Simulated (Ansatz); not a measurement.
La:
```yaml
crystal:
  lattice:
    - [3.64900, 0.00000, 0.00000]
    - [-1.82450, 3.16012, 0.00000]
    - [0.00000, 0.00000, 11.75733]
  atoms:
    - { symbol: La, position: [0.00000, 0.00000, 0.00000] }
    - { symbol: La, position: [0.00000, 0.00000, 0.50000] }
    - { symbol: La, position: [0.33333, 0.66667, 0.25000] }
    - { symbol: La, position: [0.66667, 0.33333, 0.75000] }
```

Relaxed with PBEsol. Special points in fractions of this cell's reciprocal vectors: Γ (0.000, 0.000, 0.000); M (0.500, 0.000, 0.000); K (0.333, 0.333, 0.000); A (0.000, 0.000, 0.500); L (0.500, 0.000, 0.500); H (0.333, 0.333, 0.500).

Q: List the band energies nearest the Fermi level at these points for PBEsol with spin–orbit coupling in the plane-wave PAW code Ansatz.

A: In eV from the Fermi level; about four levels below and three above (degenerate sets whole), none deeper than 8.9 eV; points with the same levels are listed once.

```tsv
k	below	above
Γ	-1.85 -1.85 -1.83 -1.83	0.52 0.52 0.68 0.68
M	-0.33 -0.33 -0.26 -0.26	0.41 0.41 1.04 1.04
K	-0.62 -0.62 -0.62 -0.62	0.12 0.12 0.25 0.25
A	-1.81 -1.81 -1.81 -1.81	0.72 0.72 0.72 0.72
L	-1.28 -1.28 -1.28 -1.28	0.60 0.60 0.60 0.60
H	-0.08 -0.08 -0.06 -0.06	0.02 0.02 0.13 0.13
```

Space group P6_3/mmc (dhcp (α-La type)). The PBEsol relaxation kept the symmetry of its start; of distortions, only those at the zone centre were tested.

Potentials: the earlier of the program's two PAW sets.
